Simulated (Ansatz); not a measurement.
Ansatz (a first-principles code) input:

Ansatz 0.2 input:
```yaml
crystal:
  lattice:
    - [2.4889339995, 0.0, 0.0]
    - [-1.2444669997, 2.1554800719, 0.0]
    - [0.0, 0.0, 6.4926761421]
  atoms:
    - { symbol: B, position: [0.3333333333, 0.6666666667, 0.25] }
    - { symbol: B, position: [0.6666666667, 0.3333333333, 0.75] }
    - { symbol: N, position: [0.3333333333, 0.6666666667, 0.75] }
    - { symbol: N, position: [0.6666666667, 0.3333333333, 0.25] }
kpoints:
  mp_grid: { grid: [13, 13, 5] }
hamiltonian:
  xc: lda
  pseudopotentials: { kind: paw }
scf:
  occupations: { method: fixed }
phonons:
  method: dfpt
  response_accuracy: low
  eigenvectors: true
  rigid_motions: translations
  dielectric: true
  raman: true
```

Output (shortened):

```
Pseudopotential: B, paw, valence charge 3
Pseudopotential: N, paw, valence charge 5
Functional definition: SPW92
Crystal: 4 atoms, lattice volume = 34.832 Å³
Basis set: ecut = 420 eV, 663 PW (Γ), exchange–correlation on 36×36×96 points (8 copies of the dense FFT grid, shifted against one another)
Bands: 12, of which v1, the nominal top of the filled ones, is band 8 counted from 1 (7 counted from 0)
Symmetry: 24 space group operations
k-points: 231 of 845 (irreducible under 2 space group operations, time reversal used)
SCF iter   1: F=—  HF=-1052.699975 eV  |F-HF|=—  |Δ(HF+E_count)|=         —  Δρ=8.44e-3  dr2=2.28e-2  ethr=1.77e-3  ⟨swp⟩=5.0  Hψ=14166  notcnv=0  defer=396
preconditioner: auto → none
SCF iter   2: F=—  HF=-1052.694300 eV  |F-HF|=—  |Δ(HF+E_count)|=   5.68e-3  Δρ=4.01e-3  dr2=2.49e-3  ethr=1.42e-4  ⟨swp⟩=2.9  Hψ=6718  notcnv=0  defer=462
SCF iter   3: F=—  HF=-1052.693559 eV  |F-HF|=—  |Δ(HF+E_count)|=   7.41e-4  Δρ=1.53e-3  dr2=3.41e-4  ethr=1.56e-5  ⟨swp⟩=2.1  Hψ=4674  notcnv=0  defer=462
SCF iter   4: F=—  HF=-1052.693480 eV  |F-HF|=—  |Δ(HF+E_count)|=   7.91e-5  Δρ=2.44e-4  dr2=1.03e-5  ethr=2.13e-6  ⟨swp⟩=1.0  Hψ=2781  notcnv=0  defer=244
SCF iter   5: F=—  HF=-1052.693481 eV  |F-HF|=—  |Δ(HF+E_count)|=   1.37e-6  Δρ=2.33e-5  dr2=6.63e-8  ethr=6.42e-8  ⟨swp⟩=2.3  Hψ=4638  notcnv=0  defer=20
SCF iter   6: F=—  HF=-1052.693480 eV  |F-HF|=—  |Δ(HF+E_count)|=   5.42e-7  Δρ=8.48e-6  dr2=9.31e-9  ethr=4.14e-10  ⟨swp⟩=2.2  Hψ=4334  notcnv=0  defer=7
SCF iter   7: F=—  HF=-1052.693480 eV  |F-HF|=—  |Δ(HF+E_count)|=   3.66e-9  Δρ=1.36e-6  dr2=2.41e-10  ethr=5.82e-11  ⟨swp⟩=2.6  Hψ=4198  notcnv=0  defer=7
SCF iter   8: F=-1052.693480 eV  HF=-1052.693480 eV  |F-HF|=2.27e-13  |Δ(HF+E_count)|=  8.03e-11  Δρ=5.11e-8  dr2=3.86e-13  ethr=1.00e-12  ⟨swp⟩=7.1  Hψ=15602  notcnv=0
SCF 1 converged in 8 iterations: F = -1052.693480 eV  dr2 = 3.86e-13
NSCF: frozen V_eff on 7 k-points
DFPT response loops at Γ: preconditioner auto → Resta (q_TF=auto, 2.397 Å⁻¹)  ε∞=3.8 (no band partly filled) …
── the response to a field inside a basis, on 20×20×8 k-points: an SCF that follows is theirs, and a resumed run solves both again ──
Crystal: 4 atoms, lattice volume = 34.832 Å³
Bands: 9, of which v1, the nominal top of the filled ones, is band 8 counted from 1 (7 counted from 0)
k-points: 440 of 3200 (irreducible under 8 space group operations)
SCF iter   1: F=—  HF=-1052.699483 eV  |F-HF|=—  |Δ(HF+E_count)|=         —  Δρ=5.40e-4  dr2=1.46e-5  ethr=1.00e-1
preconditioner: auto → none
SCF iter   2: F=—  HF=-1052.699482 eV  |F-HF|=—  |Δ(HF+E_count)|=   7.09e-7  Δρ=2.56e-4  dr2=3.85e-6  ethr=9.11e-8
SCF iter   3: F=—  HF=-1052.699483 eV  |F-HF|=—  |Δ(HF+E_count)|=   7.62e-7  Δρ=8.77e-5  dr2=1.23e-6  ethr=2.40e-8
SCF iter   4: F=—  HF=-1052.699483 eV  |F-HF|=—  |Δ(HF+E_count)|=   3.27e-7  Δρ=7.45e-6  dr2=5.92e-9  ethr=7.69e-9
SCF iter   5: F=-1052.699483 eV  HF=-1052.699483 eV  |F-HF|=1.36e-12  |Δ(HF+E_count)|=  3.11e-10  Δρ=4.56e-7  dr2=2.20e-11  ethr=3.70e-11
SCF 1 converged in 5 iterations: F = -1052.699483 eV  dr2 = 2.20e-11
DFPT response loops at Γ: mixed as the last ones told, above
DFPT response loops at Γ: mixed as the last ones told, above
DFPT response loops at Γ: mixed as the last ones told, above
SCF converged after 8 iterations
Free energy (F): -1052.693480 eV
Harris-Foulkes:  -1052.693480 eV  (|F-HF|=2.27e-13)
Internal energy: -1052.693480 eV  (E = F + TS)
E sigma→0 (E₀):  -1052.693480 eV
Fermi energy:    4.858618 eV
--- Per-component energies (eV) ---
  E_band       = -36.737151
  E_kinetic    = 367.581635
  E_local      = -676.104070  (includes V_loc(G=0)·N_el)
  E_nonlocal   = 120.115716
  E_hartree    = 214.147143
  E_xc         = -182.540973
  E_vxc        = -227.644629  (∫ρ·V_xc dr)
  E_paw        = -383.714692  (= ΣΔE_a)
  E_vpaw       = -48.980284  (= ΣTr[D̂ρ^β])
  E_aug_tail   = 0.000185  (compensation charges beyond the density's cutoff)
  E_ewald      = -512.430181
  E_core_change = 0.251757  (= ΣΔE_core)
  E_smearing   =  0.000000  (= −TS)
  E_closure    =  0.000000  (closes the sum)
  Σ components = -1052.693480   (vs F -1052.693480, Δ=0.00e0)
  [band-id]    e_kinetic+e_local+e_nonlocal+2·e_hartree+e_vxc+e_vpaw+e_augmentation_tail = -36.737160   (vs E_band -36.737151, Δ=-9.13e-6)
--- Band table (eV; the first three rows and the last of 231) ---
  k-point 0: bands = ["-12.9140", "-12.5442", "-1.7092", "0.7327", "3.4935", "3.4935", "3.5385", "3.5385", "9.9129", "15.1795", "16.4074", "16.4074"]
  k-point 1: bands = ["-12.8811", "-12.5823", "-1.5190", "0.4335", "3.4977", "3.4977", "3.5343", "3.5343", "10.4178", "14.6131", "16.4215", "16.4215"]
  k-point 2: bands = ["-12.7928", "-12.6788", "-0.9907", "-0.2579", "3.5093", "3.5093", "3.5237", "3.5237", "11.6923", "13.2617", "16.4582", "16.4582"]
  k-point 230: bands = ["-10.0632", "-9.9967", "-2.4407", "-2.4340", "-0.6449", "-0.6271", "2.8676", "3.3967", "10.8631", "11.0898", "16.0175", "16.9742"]
--- Phonons (Γ-DFPT): 4 representative perturbations + reference, on 231 of 845 k-points (Σ response iterations 12) ---
  ASR residual: 3.312e-5 → 0.000e0 eV/Å²; symmetrization residual: 1.699e-5 eV/Å²
  ASR residual per site (eV/Å²): 3.18e-5 3.18e-5 3.31e-5 3.31e-5
  Γ frequencies (cm⁻¹): 0.00 0.00 0.00 49.97 49.97 112.60 751.58 810.74 1384.77 1384.77 1384.84 1384.84
  ε∞ (high-frequency dielectric tensor):
        4.890804     0.000000     0.000000
        0.000000     4.890804     0.000000
        0.000000     0.000000     2.853083
  ε⁰ (static dielectric tensor: ions relaxed, cell fixed):
        6.660719     0.000000     0.000000
        0.000000     6.660719     0.000000
        0.000000     0.000000     3.384284
  ε⁰ − ε∞ (ionic part):
        1.769915     0.000000     0.000000
        0.000000     1.769915     0.000000
        0.000000     0.000000     0.531200
  softest optical mode at Γ: 49.97 cm⁻¹; the repairs (sum rule, projections) moved no ω² at Γ by more than (2.43 cm⁻¹)²
  Born effective charges Z* (e; rows j = field, columns β = displacement):
    site 0:
         2.70740    0.00000    0.00000
         0.00000    2.70740    0.00000
         0.00000    0.00000    0.80497
    site 1:
         2.70740    0.00000    0.00000
         0.00000    2.70740    0.00000
         0.00000    0.00000    0.80497
    site 2:
        -2.70740    0.00000    0.00000
         0.00000   -2.70740    0.00000
         0.00000    0.00000   -0.80497
    site 3:
        -2.70740    0.00000    0.00000
         0.00000   -2.70740    0.00000
         0.00000    0.00000   -0.80497
  Z* charge neutrality: 9.635e-6 e pre-enforcement
  k-mesh period / interband length: 32.4 Å / 1.37 Å = 23.68 at k = (0.0769, 0.4615, 0.4000), direct gap 5.112 eV — 14 or more, which is no proof of convergence
  Raman tensors (in the event stream and the table raman_tensors.tsv) …
  optical modes at Γ without the LO–TO term, one row a degenerate level:
      ω (cm⁻¹)  modes    IR ((D/Å)²/amu)  static Raman (Å⁴/amu)  depolarisation
         49.97      2             0.0000                 0.0845           0.750
        112.60      1             0.0000                 0.0000               —
        751.58      1             4.9004                 0.0000               —
        810.74      1             0.0000                 0.0000               —
       1384.77      2             0.0000               739.8551           0.750
       1384.84      2           110.8674                 0.0000               —
  optical modes at Γ + LO–TO along q̂ = [1.0000, 0.0000, 0.0000]:
      ω (cm⁻¹)  modes    IR ((D/Å)²/amu)  static Raman (Å⁴/amu)  depolarisation
         49.97      2             0.0000                 0.0845           0.750
        112.60      1             0.0000                 0.0000               —
        751.58      1             4.9004                 0.0000               —
        810.74      1             0.0000                 0.0000               —
       1384.77      2             0.0000               739.8551           0.750
       1384.84      1            55.4337                 0.0000               —
       1616.11      1            55.4337                 0.0000               —
  optical modes at Γ + LO–TO along q̂ = [0.0000, 1.0000, 0.0000]:
      ω (cm⁻¹)  modes    IR ((D/Å)²/amu)  static Raman (Å⁴/amu)  depolarisation
         49.97      2             0.0000                 0.0845           0.750
        112.60      1             0.0000                 0.0000               —
        751.58      1             4.9004                 0.0000               —
        810.74      1             0.0000                 0.0000               —
       1384.77      2             0.0000               739.8551           0.750
       1384.84      1            55.4337                 0.0000               —
       1616.11      1            55.4337                 0.0000               —
  optical modes at Γ + LO–TO along q̂ = [0.0000, 0.0000, 1.0000]:
      ω (cm⁻¹)  modes    IR ((D/Å)²/amu)  static Raman (Å⁴/amu)  depolarisation
         49.97      2             0.0000                 0.0845           0.750
        112.60      1             0.0000                 0.0000               —
        810.74      1             0.0000                 0.0000               —
        818.56      1             4.9004                 0.0000               —
       1384.77      2             0.0000               739.8551           0.750
       1384.84      2           110.8674                 0.0000               —
```

Cost: around 12 core-minutes (rough) on shared cores.

Space group P6_3/mmc. The LDA relaxation kept the symmetry of its start; phonons on a q-mesh show no instability. A crystal of weakly bound layers computed without a dispersion correction: the cell and the soft elastic constants depend strongly on that.

Potentials: the later of the program's two PAW sets.

Ansatz is a plane-wave DFT program.
